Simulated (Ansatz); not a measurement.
FeNi3 (Cu3Au type, space group No. 221), DFT-PBE in the program Ansatz with PAW potentials, all energies at zero smearing, with the estimated change up to a 700 eV cutoff added, with one set of potentials and settings (totals compare only within such a set). Cell of 4 atoms (1 Fe, 3 Ni): -22000.020 eV.

| element | reference phase | E (eV/atom) |
|---|---|---|
| Fe | Im-3m, 1 atoms in the cell, spin-polarised | -4480.4888 |
| Ni | Fm-3m, 1 atoms in the cell, spin-polarised | -5839.7239 |

Formation energy per atom, worked out: (-22000.020 − 1×(-4480.4888) − 3×(-5839.7239))/4 = -0.090 eV/atom (-9 kJ per mol of atoms), at 0 K, without zero-point energy or fitted corrections.

Space group Pm-3m (Cu3Au type). The PBE relaxation kept the symmetry of its start. Spin order of the final state: ferromagnetic, chosen from 5 collinear starts compared on coarse meshes (ties went to the first, and starts can fall back to one state), not a proven ground state. Textbook magnetic order: ferromagnetic. The references are the lowest solids computed at this level, not always the standard phases.

Potentials: the later of the program's two PAW sets.
